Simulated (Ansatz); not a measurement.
Computed with Ansatz 0.2.0, DFT PBE, scalar-relativistic, plane waves, PAW. Settings: cutoff 420 eV, Γ-centred meshes spaced at most about 0.3 Å⁻¹, and about 0.25 Å⁻¹ or finer for metals (2π included), Gaussian smearing. No spin polarisation in the final relaxations.

Temperature and zero-point effects are left out.

Compare these two cells of Sc₂Ta, each relaxed at this level.

A.

```
CELL_PARAMETERS angstrom
4.95578 0.00000 0.00000
-2.47789 4.29183 0.00000
0.00000 0.00000 2.95186
ATOMIC_POSITIONS crystal
Sc 0.33333 0.66667 0.50000
Sc 0.66667 0.33333 0.50000
Ta 0.00000 0.00000 0.00000
```

B.

```
CELL_PARAMETERS angstrom
5.08181 0.00000 0.00000
0.00000 5.08181 0.00000
0.00000 0.00000 2.99119
ATOMIC_POSITIONS crystal
Sc 0.00000 0.50000 0.50000
Sc 0.50000 0.00000 0.50000
Ta 0.00000 0.00000 0.00000
```

Question: Which is lower in energy, and by how much?

Answer: A is lower, by 0.39 eV/atom. A has space group P6/mmm (No. 191), 20.9 Å³/atom and no gap on its mesh; B has space group P4/mmm (No. 123), 25.7 Å³/atom and no gap. Counting all near atoms (those within 1.25 times the shortest distance at each site; a plus sign parts nearer from farther groups), A has Sc 11, Ta 14 and B has Sc 6+4, Ta 10. The denser one is the lower, and pressure would at first widen the difference. Even the lower one lies +0.18 eV/atom against the reference forms of the elements (uncorrected), so neither is stable at this level. In A, Sc is surrounded by 5 Sc at 2.86–2.95 Å and 6 Ta at 3.22 Å; around Ta lie 2 Ta at 2.95 Å and 12 Sc at 3.22 Å. In B, Sc is surrounded by 4 Ta at 2.95 Å, 2 Sc at 2.99 Å and 4 Sc at 3.59 Å; Ta has 8 Sc at 2.95 Å and 2 Ta at 2.99 Å. Both come from invented guesses.

Spin–orbit coupling, which can matter for Ta, is left out.
